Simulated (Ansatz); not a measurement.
HfO2:
```cif
data_Hf2O4
_chemical_formula_sum 'Hf2 O4'
_space_group_name_H-M_alt 'P42/nmc :1'
_space_group_IT_number 137
_space_group_name_Hall 'P 4n 2n -1n'
_cell_length_a 3.53744
_cell_length_b 3.53744
_cell_length_c 5.10350
_cell_angle_alpha 90.000
_cell_angle_beta 90.000
_cell_angle_gamma 90.000
loop_
_space_group_symop_operation_xyz
  'x, y, z'
  '-y+1/2, x+1/2, z+1/2'
  '-x, -y, z'
  'y+1/2, -x+1/2, z+1/2'
  'x+1/2, -y+1/2, -z+1/2'
  '-y, -x, -z'
  '-x+1/2, y+1/2, -z+1/2'
  'y, x, -z'
  '-x+1/2, -y+1/2, -z+1/2'
  'y, -x, -z'
  'x+1/2, y+1/2, -z+1/2'
  '-y, x, -z'
  '-x, y, z'
  'y+1/2, x+1/2, z+1/2'
  'x, -y, z'
  '-y+1/2, -x+1/2, z+1/2'
loop_
_atom_site_label
_atom_site_type_symbol
_atom_site_symmetry_multiplicity
_atom_site_Wyckoff_symbol
_atom_site_fract_x
_atom_site_fract_y
_atom_site_fract_z
_atom_site_occupancy
Hf1 Hf 2 a 0.00000 0.00000 0.00000 1
O1 O 4 d 0.00000 0.50000 0.20359 1
```

Relaxed with the program Ansatz at the LDA level (PAW). Indices refer to the conventional cell of P4_2/nmc, a = 3.537 Å, b = 3.537 Å, c = 5.103 Å, α = 90.00°, β = 90.00°, γ = 90.00°.

Simulate the powder diffraction pattern (Fe Kα, λ = 1.93735 Å; lines above 1 %) up to 2θ = 90°.

Simulated powder pattern, Fe Kα, λ = 1.93735 Å (kinematic, ideal powder, no thermal factors, no anomalous dispersion; the 30 strongest lines at most, above 1 %, up to 2θ = 90°):

```tsv
2θ (°)	d (Å)	I/Imax (%)	hkl
38.92	2.907	100	(101)
44.62	2.552	12	(002)
45.57	2.501	22	(110)
65.68	1.786	31	(112)
66.41	1.769	16	(200)
78.37	1.533	15	(103)
79.74	1.511	29	(211)
83.57	1.454	10	(202)
```

This is a known high-temperature phase of the composition, computed here at zero pressure and temperature. Symmetry was held in the LDA relaxation; its stability against distortions is not shown here. No spin polarisation was allowed. Spin–orbit coupling is left out wherever it is not named.

Potentials: the earlier of the program's two PAW sets. The files were generated under PBE; for other functionals the program regenerates the frozen cores, and for LDA and PBEsol the local potential too.
